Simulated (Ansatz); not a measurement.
Polymorphs of B2CO, each relaxed with plane-wave PAW r²SCAN (Ansatz code):

A: chalcopyrite (I-42d)
a = 3.707 Å, b = 3.707 Å, c = 7.471 Å, α = 90.00°, β = 90.00°, γ = 90.00°

| atom | site | symmetry | x | y | z |
|---|---|---|---|---|---|
| C | 4a | -4.. | 0.0000 | 0.0000 | 0.0000 |
| O | 4b | -4.. | 0.0000 | 0.0000 | 0.5000 |
| B | 8d | .2. | 0.2289 | 0.2500 | 0.1250 |

B: P-4m2
a = b = 2.648 Å, c = 3.661 Å, α = β = γ = 90.00°

```
atom  site  symmetry       x       y       z
----  ----  --------  ------  ------  ------
B       2g      2mm.  0.0000  0.5000  0.2279
C       1a      -4m2  0.0000  0.0000  0.0000
O       1c      -4m2  0.5000  0.5000  0.5000
```

**Question.** Put the candidates in order of energy per atom at 0 K, lowest first, for r²SCAN.

**Answer.** A (+0 meV/atom), B (+9 meV/atom)

**Question.** Give each one's gap.

**Answer.** A 3.47 eV; B 2.19 eV.

Typed or built starts, not in the databases checked: A; B. All cells were relaxed under the symmetry of their starts (and spin orders); stability against distortions was not tested throughout.

Energies hold the estimated change up to a 700 eV cutoff; steps of a few meV lie near the error of the meshes.

Potentials: the earlier of the program's two PAW sets. The files were generated under PBE; for other functionals the program regenerates the frozen cores, and for LDA and PBEsol the local potential too.
